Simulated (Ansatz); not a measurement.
# Sc (omega (AlB2-type)): energy against volume

Computed with DFT, BLYP, plane waves (420 eV) with PAW, scalar-relativistic (Ansatz 0.2.0). The PAW files were generated under PBE, with cores re-solved for the functional.

The cell is scaled uniformly from the relaxed one, with fractional coordinates and shape fixed. Energies are extrapolated to zero smearing, pressures are those at the given smearing. Magnetic state: spin not included.

A Birch-Murnaghan fit gives V₀ = 24.79 Å³/atom, B₀ = 51 GPa, B₀′ = 3.5.

What are the energy above the minimum and the pressure at 23.891 Å³/atom?

5.5 meV/atom and 2.18 GPa as computed.

What are the energy above the minimum and the pressure at 26.878 Å³/atom?

24.8 meV/atom and -3.40 GPa as computed.

What are the energy above the minimum and the pressure at 27.873 Å³/atom?

51.2 meV/atom and -4.67 GPa as computed.
